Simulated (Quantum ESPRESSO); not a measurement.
## Ti2Ru6 (a guest atom moved from site to site)

Simulated, not a measurement. The program is pw.x of Quantum ESPRESSO 7.5 (plane-wave density functional theory). The cell is made up: eight metal atoms on a hexagonal close-packed lattice, with elements, volume, strain and displacements drawn at random and not relaxed, so it may be unstable or far from any real phase. PseudoDojo standard norm-conserving files set the functional (PBE unless stated); there is no spin polarisation or spin-orbit coupling, the Fermi-Dirac width of 0.25 eV means electrons at about 2900 K, and the masses in the input are unused placeholders. A spin test at this wide smearing found no moment, but such smearing suppresses magnetism that the real alloy may have.

The runs move one Ti atom among sites that otherwise hold Ru. Cell, positions, cutoff, mesh and smearing stay as in the input of run 1; sites are counted in its order. Stress in the tables is positive in tension.

Input of run 1:

```
&control calculation='scf', pseudo_dir='./dojo.nc.sr.pbe.v0_5.standard.upf', outdir='./o', disk_io='medium', tprnfor=.true., tstress=.true. /
&system ibrav=0, nat=8, ntyp=2, nbnd=78, ecutwfc=84.00895049, nosym=.true., tot_charge=0,
 occupations='smearing', smearing='fd', degauss=0.0183746611
/
&electrons conv_thr=1.470e-08, electron_maxstep=70, mixing_beta=0.5 /
ATOMIC_SPECIES
Ru 1.0 Ru.upf
Ti 1.0 Ti.upf
CELL_PARAMETERS angstrom
0.0632 0.0167 -4.4928
0.0502 4.7158 -0.0179
5.5277 0.058 -0.0781
ATOMIC_POSITIONS angstrom
Ti 0.0017 -0.0054 0.027
Ru 2.745 -0.0067 -0.037
Ti 1.3852 2.3999 -0.0077
Ru 4.1482 2.4233 -0.0478
Ru 0.0233 1.6202 -2.2678
Ru 2.8183 1.6246 -2.3084
Ru 1.4322 3.9504 -2.3193
Ru 4.2551 3.9783 -2.3108
K_POINTS automatic
5 5 4 1 1 1
```

```
run  elements on sites 1 to 8  free energy less that of run 1 (eV)  -TS (eV)  pressure (GPa)  stress xx (GPa)  stress yy (GPa)  stress zz (GPa)  stress yz (GPa)  stress xz (GPa)  stress xy (GPa)  iterations
  1   Ti Ru Ti Ru Ru Ru Ru Ru                                0.000    -2.012           -3.13             4.01            -3.47             8.86            -0.50            -1.92             2.70          21
  2   Ru Ti Ti Ru Ru Ru Ru Ru                               -0.027    -2.021           -2.98             3.64            -2.99             8.27            -0.41            -2.22             1.94          22
  3   Ru Ru Ti Ru Ti Ru Ru Ru                               -0.073    -1.908           -3.22             4.42             1.00             4.26            -0.77            -2.20             2.42          22
  4   Ru Ru Ti Ru Ru Ti Ru Ru                               -0.117    -1.897           -3.13             3.97             1.02             4.39            -0.19            -2.54             2.25          22
  5   Ru Ru Ti Ru Ru Ru Ru Ti                               -0.343    -2.039           -3.08             2.48            -0.65             7.42            -0.46            -2.14             1.82          19
```

Forces Fx Fy Fz (eV/Å):

```
site             run 1              run 2              run 3              run 4              run 5
   1  -0.71 0.41 -0.14   -0.05 0.39 -0.22  -0.50 -0.03 -0.26   -0.44 0.13 -0.22   -0.31 0.32 -0.27
   2   0.01 0.67 -0.07    0.60 0.43 -0.10    0.31 0.44 -0.04    0.28 0.34 -0.07    0.18 0.53 -0.08
   3  0.60 -0.47 -0.24  -0.59 -0.40 -0.15    0.67 0.02 -0.24  -0.62 -0.01 -0.40  -0.02 -0.12 -0.21
   4  0.17 -0.24 -0.18  -0.12 -0.14 -0.21   0.20 -0.07 -0.13   -0.01 0.01 -0.22  -0.04 -0.55 -0.17
   5   0.11 -0.13 0.27    0.10 -0.76 0.20   -0.42 -0.53 0.20    0.26 -0.76 0.23    0.33 -0.38 0.19
   6   0.04 -0.41 0.09     0.11 0.25 0.10   -0.22 -0.45 0.11    0.54 -0.39 0.32   -0.27 -0.28 0.16
   7    0.31 0.36 0.25     0.19 0.32 0.41     0.57 0.36 0.39     0.14 0.28 0.39     0.35 0.46 0.36
   8  -0.52 -0.20 0.02  -0.23 -0.08 -0.04   -0.61 0.26 -0.04   -0.15 0.41 -0.04    -0.23 0.03 0.02
```

The sites are displaced and not relaxed, so the energy differences mix bonding between neighbours with strain and are not ordering energies. A rerun of one cell of this series at a higher cutoff and on a denser mesh moved values by no more than 0.009 eV in energy, 0.15 GPa in stress and 0.011 eV/Å in force, and a second program with other atomic files agreed on that cell to 2 % rms in force and 0.5 GPa in pressure.